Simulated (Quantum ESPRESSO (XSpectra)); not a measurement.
# O K-edge X-ray absorption spectrum (XANES) of BaTiO₃ (R3m)

```
CELL_PARAMETERS angstrom
      2.84826     1.64444     2.33556
     -2.84826     1.64444     2.33556
      0.00000    -3.28888     2.33556
ATOMIC_POSITIONS crystal
  Ba 0.00014 0.00014 0.00014
  Ti 0.51333 0.51333 0.51333
  O  0.48895 0.97972 0.48895
  O  0.48895 0.48895 0.97972
  O  0.97972 0.48895 0.48895
```

Geometry: Materials Project entry mp-5020 (a computed structure). No spin-polarised start was tried. The cell is the entry's, not relaxed again.

Absorber: atom 3, O on Wyckoff site b (site symmetry .m), with 1 Ti at 1.89 Å, 1 Ti at 2.16 Å.

All values are from Quantum ESPRESSO (XSpectra) (LDA, full core hole, dipole K-edge X-ray absorption, plane waves, Troullier-Martins potentials made with ld1.x and PseudoDojo potentials for the other elements (Perdew-Zunger form enforced), scalar-relativistic, no spin, constant broadening).

35-atom cell (absorber images 7.0 Å apart), 70 Ry, k meshes 2×2×2 (SCF) and 4×3×3 (spectrum), Lorentzian half width 0.5 eV. The ground-state test found a gap, so occupations are fixed and the excited electron is left out (charged cell on a uniform background); energies count from the highest occupied level. Field directions run: x; y; z, weighted by the site's symmetry in the crystal. Intensities are scaled to a mean of 1 over 0–35 eV.

```
E (eV) | intensity (scaled)
     -5.0 |  0.02
     -4.5 |  0.03
     -4.0 |  0.03
     -3.5 | # 0.03
     -3.0 | # 0.03
     -2.5 | # 0.04
     -2.0 | # 0.04
     -1.5 | # 0.05
     -1.0 | # 0.06
     -0.5 | # 0.07
      0.0 | # 0.09
      0.5 | ## 0.12
      1.0 | ### 0.17
      1.5 | ##### 0.29
      2.0 | ########## 0.61
      2.5 | ################ 0.98
      3.0 | ################# 1.02
      3.5 | ############## 0.86
      4.0 | ############## 0.83
      4.5 | ################# 1.02
      5.0 | #################### 1.18
      5.5 | #################### 1.21
      6.0 | ##################### 1.28
      6.5 | ######################## 1.41
      7.0 | ########################### 1.59
      7.5 | ########################### 1.58
      8.0 | ########################### 1.62
      8.5 | ############################ 1.67
      9.0 | ######################### 1.52
      9.5 | ################### 1.12
     10.0 | ################ 0.94
     10.5 | ################ 0.98
     11.0 | ################## 1.05
     11.5 | ############### 0.89
     12.0 | ############# 0.77
     12.5 | ############## 0.82
     13.0 | ############### 0.87
     13.5 | ################## 1.05
     14.0 | ####################### 1.36
     14.5 | ######################## 1.42
     15.0 | ########################## 1.53
     15.5 | ############################## 1.79
     16.0 | ######################## 1.42
     16.5 | ###################### 1.33
     17.0 | ###################### 1.30
     17.5 | ################### 1.12
     18.0 | ############### 0.88
     18.5 | ########### 0.66
     19.0 | ########## 0.58
     19.5 | ########## 0.59
     20.0 | ########### 0.68
     20.5 | ############# 0.78
     21.0 | ############# 0.75
     21.5 | ############ 0.73
     22.0 | ############# 0.78
     22.5 | ################ 0.98
     23.0 | ################# 1.04
     23.5 | ############## 0.84
     24.0 | ############# 0.75
     24.5 | ########### 0.67
     25.0 | ########## 0.57
     25.5 | ######## 0.50
     26.0 | ######## 0.50
     26.5 | ######## 0.48
     27.0 | ######## 0.49
     27.5 | ######### 0.53
     28.0 | ########## 0.58
     28.5 | ############ 0.69
     29.0 | ############## 0.81
     29.5 | ################ 0.94
     30.0 | ################# 1.04
     30.5 | ################### 1.14
     31.0 | ###################### 1.29
     31.5 | ######################## 1.44
     32.0 | ######################## 1.45
     32.5 | ######################## 1.44
     33.0 | ######################## 1.45
     33.5 | ######################### 1.49
     34.0 | ########################## 1.56
     34.5 | ######################## 1.41
```

The absolute edge energy is not computed.
